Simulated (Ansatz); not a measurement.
input.yaml (Ansatz)

```yaml
crystal:
  lattice:
    - [2.5207261705, 0.0, 0.0]
    - [-1.2603630852, 2.1830128996, 0.0]
    - [0.0, 0.0, 4.5085237179]
  atoms:
    - { symbol: Cr, position: [0.3333333333, 0.6666666667, 0.25], spin: 1.5 }
    - { symbol: Cr, position: [0.6666666667, 0.3333333333, 0.75], spin: -1.5 }
hamiltonian:
  xc: pbesol
  pseudopotentials:
    kind: paw
    azcp:
      Cr: "pseudopotentials/Cr.paw.azcp"
basis:
  ecutwfc: 420
  fft_grid_basis: typed
kpoints:
  mp_grid: { grid: [16, 16, 8], shift: [0, 0, 0] }
magnetization:
  spin_polarized: true
scf:
  occupations: { method: fermi_dirac, width: 0.05 }
  lower_state_search: "off"
output:
  stress: true
```

Output

```
Warning: the record states the generating functional pbe (its physics header spells it `PBE`), which answers neither for hamiltonian.xc's functional nor for the pbesol family's — results may be inconsistent (PPs are generated against a specific XC)
Engine: ansatz 0.2.0, aarch64-unknown-linux-gnu
Pseudopotentials: kind: paw
Pseudopotential: Cr, paw, valence charge 14, recommended cutoff 420 eV (normal) 
Functional definition: PBEsol
  exchange = pbesol_x
  correlation = pbesol_c
Crystal: 2 atoms, lattice volume = 24.809 Å³
Basis set: ecut = 420 eV, 513 PW (Γ)
Bands: 20, of which v1, the nominal top of the filled ones, is band 14 counted from 1 (13 counted from 0)
Symmetry: 12 space group operations
Space group: P-6m2 (ITA 187), of the structure as read, at distance tolerance 2.9e-5 Å
Magnetic group: BNS 194.267 (UNI 1497), of the structure as read, at distance tolerance 2.9e-5 Å
k-points: 150 of 2048 (time reversal used)
Non-local potential: Cr, projectors of the file, l = 0: 3, l = 1: 2, l = 2: 3, l = 3: 1
PAW form: soft (Blöchl's): semilocal exchange-correlation on the pseudo side does not see the compensation charge
PAW frozen core: Cr, regenerated for the run's functional, and the local potential with it (the file was generated under x = pbe(κ = 0.804, μ = 0.2195149727645171), c = pbe(β = 0.06672455060314922))
PAW one-centre angular grid: Cr, 590 points (default); XC on 64 Gauss nodes
Initial density: superposition of atomic densities (chi_scale 0.1, normalization cell)
Starting moments: Σ|m| = 3 μB on 2 of 2 sites
Starting magnetic order: antiferromagnet; an inversion exchanges its spin sublattices: spin-degenerate at every k-point
Initial wavefunctions: pseudopotential atomic-orbital guess
Functional: x = pbesol(κ = 0.804, μ = 0.12345679012345678), c = pbesol(β = 0.046)
SCF iter   1: F=—  HF=-6700.617742 eV  |F-HF|=—  |Δ(HF+E_count)|=         —  Δρ=1.54e-1 (↑1.54e-1 ↓1.54e-1)  dr2=1.30e1  dr2_m=1.85e0  M=0.000 μB ∫|m|=1.314 μB  β_m=0.30  ethr=3.10e-3  ⟨swp⟩=3.4  Hψ=20827  notcnv=0  defer=16
SCF iter   2: F=—  HF=-6698.117612 eV  |F-HF|=—  |Δ(HF+E_count)|=    2.50e0  Δρ=8.50e-2 (↑8.50e-2 ↓8.50e-2)  dr2=3.30e0  dr2_m=7.98e-1  M=0.000 μB ∫|m|=1.368 μB  β_m=0.30  ethr=3.10e-3  ⟨swp⟩=2.1  Hψ=13696  notcnv=0  defer=152
SCF iter   3: F=—  HF=-6697.356448 eV  |F-HF|=—  |Δ(HF+E_count)|=   7.61e-1  Δρ=3.85e-2 (↑3.85e-2 ↓3.85e-2)  dr2=8.90e-2  dr2_m=2.77e-1  M=-0.000 μB ∫|m|=1.476 μB  β_m=0.30  ethr=3.10e-3  ⟨swp⟩=2.6  Hψ=12206  notcnv=0  defer=150
SCF iter   4: F=—  HF=-6697.327893 eV  |F-HF|=—  |Δ(HF+E_count)|=   2.86e-2  Δρ=3.35e-2 (↑3.35e-2 ↓3.35e-2)  dr2=2.83e-2  dr2_m=2.46e-1  M=-0.000 μB ∫|m|=1.301 μB  β_m=0.30  ethr=3.18e-4  ⟨swp⟩=2.8  Hψ=14165  notcnv=0  defer=76
SCF iter   5: F=—  HF=-6697.344849 eV  |F-HF|=—  |Δ(HF+E_count)|=   1.70e-2  Δρ=2.74e-2 (↑2.72e-2 ↓2.74e-2)  dr2=9.07e-4  dr2_m=1.69e-1  M=0.000 μB ∫|m|=1.207 μB  β_m=0.30  ethr=1.01e-4  ⟨swp⟩=2.2  Hψ=10351  notcnv=0  defer=74
SCF iter   6: F=—  HF=-6697.367434 eV  |F-HF|=—  |Δ(HF+E_count)|=   2.26e-2  Δρ=2.49e-2 (↑2.49e-2 ↓2.37e-2)  dr2=8.88e-4  dr2_m=1.34e-1  M=0.000 μB ∫|m|=1.096 μB  β_m=0.30  ethr=3.24e-6  ⟨swp⟩=2.0  Hψ=11605  notcnv=0  defer=73
...
iter 20 did not close the SCF: its close was put off for a magnetic moment that had not settled (scf_convergence_deferred on its scf_iter line)
SCF iter  20: F=-6697.451688 eV  HF=-6697.451688 eV  |F-HF|=5.66e-9  |Δ(HF+E_count)|=   3.06e-7  Δρ=5.53e-6 (↑4.71e-6 ↓5.53e-6)  dr2=1.07e-8  dr2_m=2.97e-9  M=-0.000 μB ∫|m|=0.000 μB  β_m=0.83  ethr=2.88e-10  ⟨swp⟩=4.0  Hψ=17120  notcnv=0
iter 21 did not close the SCF: its close was put off for a magnetic moment that had not settled (scf_convergence_deferred on its scf_iter line)
SCF iter  21: F=-6697.451688 eV  HF=-6697.451688 eV  |F-HF|=6.13e-10  |Δ(HF+E_count)|=   4.93e-9  Δρ=1.06e-6 (↑1.06e-6 ↓6.91e-7)  dr2=8.46e-10  dr2_m=6.91e-11  M=-0.000 μB ∫|m|=0.000 μB  β_m=0.78  ethr=3.81e-11  ⟨swp⟩=1.0  Hψ=17485  notcnv=0
SCF iter  22: F=-6697.451688 eV  HF=-6697.451688 eV  |F-HF|=9.91e-11  |Δ(HF+E_count)|=  1.46e-11  Δρ=5.05e-7 (↑3.29e-7 ↓5.05e-7)  dr2=1.36e-10  dr2_m=1.12e-11  M=-0.000 μB ∫|m|=0.000 μB  ethr=3.02e-12  ⟨swp⟩=1.0  Hψ=16502  notcnv=0
WARN: the starting moments were not kept: the SCF closed with an absolute magnetisation of 3.8e-6 μB, where they sum to 3 μB in size (2 sites). That is at most 0.1 of that sum. Measured as dr2_m measures the in/out step, that magnetisation stands 2.2e-12 eV from none, at or under the dr2_threshold of 1.0e-7 eV: it is no larger than a step whose dr2_m would equal this threshold. The system may hold no moment; this SCF shows only that its start led to no more than that. To try another start: raise the starting moments (crystal.atoms[].spin, magnetization.per_species, magnetization.initial_magnetization, or on a non-collinear deck that types none of these the spinor_matrix: blocks that start its atoms; where the total moment is fixed, keep their sum and leave initial_magnetization as it is; typed ones take the place of any that the run laid by itself, positive ones on a crystal's lanthanoids without a Hubbard term where scf.initial_density.shell_occupations: [] is typed) or, if the notice of its spin-set hold's release reads "site moments contracting" or "site moments show no strong build", lengthen the hold (scf.mixing.spin_hold: { on: { confirm: 4 } }; for m-r²SCAN on two components see the key's manual first). Each may lead to a state that holds a moment. A second SCF, from the converged charge density, with the starting moments and any scf.initial_density.shell_occupations laid on it anew, would have followed, and was not run: the deck does not ask for one (magnetization.retry_lost_moments is false, the default). To let it run, set magnetization.retry_lost_moments: true and run the deck again, where that key's refused combinations let it; where memory then withholds it, that run's warning says so.
SCF 1 converged in 22 iterations: F = -6697.451688 eV  dr2 = 1.36e-10
SCF converged after 22 iterations
Magnetization: -0.0000 μB (14.0000 up, 14.0000 down)
Absolute magnetization: 0.0000 μB (∫|ρ↑−ρ↓|, with the PAW one-centre terms)
Spin contamination: 0.0000 ħ² per cell (⟨S²⟩ above its minimum at these occupations)
Per-site moments (μB) at R_I (Å): [(1.183421795901998e-7, 1.0397995453223752), (-1.1037338568705948e-6, 1.0397995453223752)]
Free energy (F): -6697.451688 eV
Harris-Foulkes:  -6697.451688 eV  (|F-HF|=9.91e-11)
Internal energy: -6697.422553 eV  (E = F + TS)
E sigma→0 (E₀):  -6697.437120 eV
Entropy (-TS):   -0.029136 eV (-14.568 meV/atom)
Fermi energy:    17.566916 eV
--- Per-component energies (eV) ---
  E_band       = -328.644218
  E_kinetic    = 684.312262
  E_local      = -2488.105087  (includes V_loc(G=0)·N_el)
  E_nonlocal   = 160.372277
  E_hartree    = 1073.323330
  E_xc         = -276.913555
  E_vxc        = -354.745067  (∫ρ·V_xc dr)
  E_paw        = -2333.843035  (= ΣΔE_a)
  E_vpaw       = -477.126538  (= ΣTr[D̂ρ^β])
  E_aug_tail   = 0.000749  (compensation charges beyond the density's cutoff)
  E_ewald      = -3516.889493
  E_core_change = 0.319999  (= ΣΔE_core)
  E_smearing   = -0.029136  (= −TS)
  E_closure    = 0.000000  (closes the sum)
  Σ components = -6697.451688   (vs F -6697.451688, Δ=0.00e0)
--- Stress (GPa, compression-positive) ---
      -17.433438       0.000000      -0.000000
        0.000000     -17.433438      -0.000000
       -0.000000      -0.000000     -15.713323
  P = ⅓ Tr σ = -16.8601 GPa (-168.601 kbar)
```
